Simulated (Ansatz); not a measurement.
## Ca (fcc, Cu type): energy over volume and axial ratio

Ca (fcc, Cu type)

```
CELL_PARAMETERS angstrom
      0.00000     2.78428     2.78428
      2.78428     0.00000     2.78428
      2.78428     2.78428     0.00000
ATOMIC_POSITIONS crystal
  Ca 0.00000 0.00000 0.00000
```

Two coordinates are scanned: the volume, and the ratio of the stretch along z (the conventional c axis) to the stretch across it. Atoms keep their fractional coordinates.

The numbers are results of r2SCAN (plane waves to 500 eV, PAW, scalar-relativistic; Ansatz, a quantum-chemistry and plane-wave program), not measurements. k mesh 14×14×14 (Γ-centred), Fermi-Dirac smearing 0.05 eV. E stands for the smeared free energy. Stress and pressure are positive under compression. With partly filled bands, the response to shear is sensitive to the k mesh, so small differences along c/a are uncertain. Ca was relaxed with its symmetry unable to fall. The PAW data are Ansatz's earlier set. The zero of ΔE is the relaxed starting cell.

ΔE (kJ/mol of atoms), with V/V₀ across and (c/a)/(c/a)₀ down:

```tsv
(c/a)/(c/a)₀ \ V/V₀	0.960	0.973	0.987	1.000	1.013	1.027	1.040
0.880	1.0	0.8	0.7	0.6	0.7	0.8	1.0
0.920	0.7	0.5	0.4	0.3	0.4	0.5	0.7
0.960	0.5	0.3	0.1	0.1	0.1	0.3	0.5
1.000	0.4	0.2	0.0	0.0	0.0	0.2	0.4
1.040	0.5	0.3	0.2	0.1	0.2	0.3	0.5
1.080	0.9	0.7	0.6	0.5	0.6	0.7	0.9
1.120	1.6	1.4	1.3	1.2	1.3	1.4	1.6
```

σzz (GPa), with V/V₀ across and (c/a)/(c/a)₀ down:

```tsv
(c/a)/(c/a)₀ \ V/V₀	0.960	0.973	0.987	1.000	1.013	1.027	1.040
0.880	1.0	0.8	0.5	0.2	0.0	-0.2	-0.4
0.920	1.0	0.7	0.5	0.2	0.0	-0.2	-0.4
0.960	0.9	0.7	0.4	0.2	-0.1	-0.3	-0.5
1.000	0.8	0.5	0.2	0.0	-0.2	-0.5	-0.7
1.040	0.5	0.2	0.0	-0.3	-0.5	-0.7	-0.9
1.080	0.2	-0.1	-0.3	-0.6	-0.8	-1.0	-1.2
1.120	-0.2	-0.5	-0.7	-1.0	-1.2	-1.4	-1.6
```

Key numbers:

Lowest place on the grid: V/V₀ = 1.000, (c/a)/(c/a)₀ = 1.000 (0 meV/atom). Highest place on the grid: V/V₀ = 1.040, (c/a)/(c/a)₀ = 1.120 (17 meV/atom).

(Under strain, the slope of the energy per volume gives the stress and its curvature an elastic modulus.)
